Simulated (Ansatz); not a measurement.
Relaxed InSb (zinc blende):

```
CELL_PARAMETERS angstrom
      0.00000     3.31730     3.31730
      3.31730     0.00000     3.31730
      3.31730     3.31730     0.00000
ATOMIC_POSITIONS crystal
  Sb 0.75000 0.75000 0.75000
  In 0.00000 0.00000 0.00000
```

In this cell atom 1 (Sb, nearest neighbour In at 2.873 Å; its periodic images, 4.7 Å or more away, move with it) is moved by u·(0.707, 0.707, 0.000) + v·(0.000, 0.000, 1.000); the rest is frozen.

Calculation: PBE (plane waves to 420 eV, PAW, scalar-relativistic; Ansatz, a quantum-chemistry and plane-wave program). k mesh 10×10×10 (Γ-centred), Fermi-Dirac smearing 0.05 eV. With partly filled bands, energies and forces of such displacements shift with the k mesh and the smearing. Fu and Fv are the components of the force on the atom. At this level the bands of InSb touch or barely overlap; measurements give the solid a gap. InSb was relaxed with its symmetry unable to fall. Spin-orbit coupling is left out, though Sb is heavy. 

```csv
Fv (eV/Å),u = -0.430,u = -0.215,u = 0.000,u = 0.215,u = 0.430
v = -0.430,1.39,2.04,2.25,2.04,1.39
v = -0.215,___,0.95,1.23,0.95,___
v = 0.000,-1.47,-0.36,0.00,-0.36,-1.47
v = 0.215,-3.21,-1.68,-1.23,-1.68,-3.21
v = 0.430,-4.88,___,-2.25,___,-4.88
```

**Question.** Complete the blanks.

**Answer.** 
- v = -0.215, u = -0.430: 0.13
- v = -0.215, u = 0.430: 0.13
- v = 0.430, u = -0.215: -2.84
- v = 0.430, u = 0.215: -2.84

(For displaced atoms, the force is minus the slope of the energy, and its curvature is a force constant, which sets phonon frequencies.)
